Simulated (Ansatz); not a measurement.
Relaxed-ion elastic tensor of MoP in space group P-6m2 (No. 187; Mo on 1a, P on 1d) in GPa (Voigt order), the program Ansatz at the PBEsol level (PAW); density 7.46 g/cm³, 14.13 Å³ per atom.

```csv
,1,2,3,4,5,6
1,364,133,168,0.0,0.0,0.0
2,133,364,168,0.0,0.0,0.0
3,168,168,515,0.0,0.0,0.0
4,0.0,0.0,0.0,184,0.0,0.0
5,0.0,0.0,0.0,0.0,184,0.0
6,0.0,0.0,0.0,0.0,0.0,115
```

Task: Is the crystal mechanically stable?

Result: Yes: the smallest eigenvalue of C is 115 GPa.

Task: Work out the Voigt, Reuss and Hill averages.

Result: K_V = 242, K_R = 233, K_H = 238; G_V = 148, G_R = 141, G_H = 145 GPa.

Task: Give Young's modulus, Poisson's ratio, Pugh's ratio and the universal anisotropy index.

Result: E = 9KG/(3K + G) = 361 GPa; ν = 0.25; K/G = 1.64 (brittle by the Pugh limit of 1.75); A_U = 5G_V/G_R + K_V/K_R − 6 = 0.30.

Task: Estimate the sound speeds and the Debye temperature.

Result: v_l = √((K + 4G/3)/ρ) = 7600 m/s, v_t = √(G/ρ) = 4410 m/s, mean 4890 m/s; Θ = (h/k)(3n/4πV)^(1/3) v_m = 602 K.

Task: How much does each axis shrink under pressure?

Result: Linear compressibilities β_i = Σ_j S_ij (j = 1 to 3): x 1.7, y 1.7, z 0.81 per TPa.

Symmetry was held in the PBEsol relaxation; of distortions, only those at the zone centre were tested. The run is not spin-polarised. As this level gives no gap, shear constants depend on the k-mesh and smearing (Fermi–Dirac, 0.1 eV here).

Potentials: the earlier of the program's two PAW sets.
